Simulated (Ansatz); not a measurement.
KBr (rock salt): values from a third-order Birch-Murnaghan fit to a volume scan beside measured ones. Computed values: r2SCAN (plane waves to 500 eV, PAW, scalar-relativistic; Ansatz, a quantum-chemistry and plane-wave program). KBr was relaxed with its symmetry unable to fall.

| quantity | reference | kind |
|---|---|---|
| Lattice constant a (Å) | 6.541 | measured at or taken to low temperature |

References as given in: Klaus Doll, Hermann Stoll, Physical review. B, Condensed matter (1998), arXiv:cond-mat/9801031.

### Question
What does r2SCAN give, and how far is that from the reference?

### Answer
```tsv
quantity	r2SCAN	difference
Lattice constant a (Å)	6.609	+1.0 %
```

r2SCAN overestimates the lattice constant a by 1.0 %.

(A scan under strain: stresses follow from slopes of the energy per volume, elastic moduli from its curvatures.)
